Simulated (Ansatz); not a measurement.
Relaxed-ion elastic tensor of CuI (zinc blende, F-43m) in GPa (Voigt order), DFT-r²SCAN in the program Ansatz with PAW potentials; density 5.80 g/cm³, 27.28 Å³ per atom.

```csv
,1,2,3,4,5,6
1,56.1,37.7,37.7,0.0,0.0,0.0
2,37.7,56.1,37.7,0.0,0.0,0.0
3,37.7,37.7,56.1,0.0,0.0,0.0
4,0.0,0.0,0.0,22.9,0.0,0.0
5,0.0,0.0,0.0,0.0,22.9,0.0
6,0.0,0.0,0.0,0.0,0.0,22.9
```

Is the crystal mechanically stable?

Yes: the smallest eigenvalue of C is 18.3 GPa.

Work out the Voigt, Reuss and Hill averages.

K_V = 43.8, K_R = 43.8, K_H = 43.8; G_V = 17.4, G_R = 14.3, G_H = 15.9 GPa.

Give Young's modulus, Poisson's ratio, Pugh's ratio and the universal anisotropy index.

E = 9KG/(3K + G) = 42.4 GPa; ν = 0.34; K/G = 2.76 (ductile by the Pugh limit of 1.75); A_U = 5G_V/G_R + K_V/K_R − 6 = 1.08.

Estimate the sound speeds and the Debye temperature.

v_l = √((K + 4G/3)/ρ) = 3350 m/s, v_t = √(G/ρ) = 1650 m/s, mean 1860 m/s; Θ = (h/k)(3n/4πV)^(1/3) v_m = 184 K.

Give the Zener ratio and Young's modulus along [100], [110] and [111].

A = 2C44/(C11 − C12) = 2.50; 1/E = S11 − 2(S11 − S12 − S44/2)Γ with Γ = 0, 1/4, 1/3 gives 25.7, 44.3, 58.5 GPa.

Solve the Christoffel equation for the three sound speeds along [100], [110], [111].

Eigenvalues of C_ijkl n_j n_l equal ρv² (piezoelectric stiffening left out). In km/s, slowest first: [100] 1.99, 1.99, 3.11; [110] 1.26, 1.99, 3.47; [111] 1.54, 1.54, 3.58.

Symmetry was held in the r²SCAN relaxation. The run is not spin-polarised. Spin–orbit coupling is left out wherever it is not named.

Potentials: the earlier of the program's two PAW sets. The files were generated under PBE; for other functionals the program regenerates the frozen cores, and for LDA and PBEsol the local potential too.
